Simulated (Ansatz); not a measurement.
Data:

YInNi:
```
YInNi
1.0
    7.36555     0.00000     0.00000
   -3.68277     6.37875     0.00000
    0.00000     0.00000     3.83786
Y In Ni
3 3 3
Direct
  0.00000   0.58896   0.50000
  0.58896   0.00000   0.50000
  0.41104   0.41104   0.50000
  0.00000   0.25161   0.00000
  0.25161   0.00000   0.00000
  0.74839   0.74839   0.00000
  0.00000   0.00000   0.50000
  0.66667   0.33333   0.00000
  0.33333   0.66667   0.00000
```

This is the r²SCAN-relaxed structure.

Task: All from r²SCAN in the plane-wave PAW code Ansatz, unless another level is named. Predict the density of states at the Fermi level.

Result: 0.84 states/eV per atom (mean over ±0.08 eV).

Task: Give the formation energy from the elements (no fitted shifts).

Result: -0.56 eV/atom.

Space group P-62m. The workflow started from a Materials Project entry (that database holds measured and hypothetical structures alike); the Crystallography Open Database copy checked does not list it. Its standing as an ambient phase is unchecked. Symmetry was held in the r²SCAN relaxation; its stability against distortions is not shown here. The run is not spin-polarised. The references are the lowest solids computed at this level, not always the standard phases. Spin–orbit coupling is left out wherever it is not named.

Potentials: the later of the program's two PAW sets.
